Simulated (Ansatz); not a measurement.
**Trial structures of Sc₂SbP₃: starts and ends**

Theory: DFT PBE, scalar-relativistic, plane waves, PAW in Ansatz. All cells share a 420 eV cutoff and Γ-centred k meshes spaced at most about 0.3 Å⁻¹ (about 0.25 or finer for metals, 2π included). Collinear spin in cells that started with moments and kept them past the coarse steps, no spin elsewhere.

Each guess was relaxed in cell and atoms at zero pressure, within the symmetry of its start. These are static total energies at zero pressure. Coordination counts P or Sb atoms around Sc (for each partner element, those within 1.25 times its shortest distance or 1.15 times the sum of covalent radii, where it is the nearest in units of that sum or under 1.3; a plus sign parts groups by distance over the sum of covalent radii).

| guess | made from | start group | V start (Å³/atom) | end group | V end (Å³/atom) | coordination at the end | gap on mesh (eV) | E over the lowest end (meV/atom) |
| --- | --- | --- | --- | --- | --- | --- | --- | --- |
| 1 | Ho2AlFe3 type | R-3m | 22.0 | ? | ? | ? | ? | ? |
| 2 | Zr2CuSb3 type | P-4m2 | 20.8 | P-4m2 | 19.4 | Sc 9 | 0 | 0 |
| 3 | random cell | P6/mmm | 24.3 | P6/mmm | 21.2 | Sc 6 | 0 | 28 |
| 4 | DyCo3B2 type | P6/mmm | 18.7 | P6/mmm | 19.5 | Sc 6+3 | 0 | 64 |
| 5 | random cell | P6/mmm | 22.6 | P6/mmm | 19.8 | Sc 5+6 | 0 | 502 |
| 6 | Gd2CoNi3 type | P-6m2 | 23.4 | P-6m2 | 19.7 | Sc 12 | 0 | 384 |

Guess 1 as it starts:

```
Sc Sb P
1.0
     2.84966    1.64525    4.69444
    -2.84966    1.64525    4.69444
     0.00000   -3.29050    4.69444
Sc Sb P
2 1 3
Direct
  0.37773 0.37773 0.37773
  0.62227 0.62227 0.62227
  0.00000 0.00000 0.00000
  0.00000 0.50000 0.00000
  0.00000 0.00000 0.50000
  0.50000 0.00000 0.00000
```

Q: Fill in the missing row: what does this guess relax into, and where does it rank?

A: It ends in space group R-3m (No. 166), with a = 4.601 Å, c = 20.086 Å, 20.5 Å³/atom and no gap; its coordination is Sc 9. It lies 0.31 eV/atom over the lowest end, above guess 4 and below guess 6. Counting P or Sb atoms around Sc, this end and the lowest (guess 2) both have Sc 9. This end holds P–P nets (shortest 2.30 Å); in the lowest (guess 2) the shortest P–P distance is 3.43 Å.

```cif
data_structure
_symmetry_space_group_name_H-M 'R-3m:H'
_symmetry_Int_Tables_number 166
_cell_length_a 4.6010
_cell_length_b 4.6010
_cell_length_c 20.0857
_cell_angle_alpha 90.000
_cell_angle_beta 90.000
_cell_angle_gamma 120.000
_cell_volume 368.24
loop_
_atom_site_label
_atom_site_type_symbol
_atom_site_symmetry_multiplicity
_atom_site_Wyckoff_symbol
_atom_site_fract_x
_atom_site_fract_y
_atom_site_fract_z
_atom_site_occupancy
Sc1 Sc 6 c 0.66667 0.33333 0.74590 1
Sb1 Sb 3 a 0.00000 0.00000 0.00000 1
P1 P 9 d 0.16667 0.83333 0.83333 1
```

Energies over the elements count from the elements' standard structures at the same level, with no fitted energy shifts. The references include black phosphorus.

Q: Is the lowest end bound against the elements?

A: Yes: its formation energy is −0.66 eV/atom. A negative formation energy is needed for stability but isn't enough: competing phases decide.

Spin–orbit coupling, which can matter for Sb, is left out. The reference form of P is held partly by dispersion forces, which this level lacks. Cells relaxed within their symmetry can be saddle points. A lower structure may well exist outside this small set. Some candidate types were left out of the draw beforehand, so a known form may be missing.
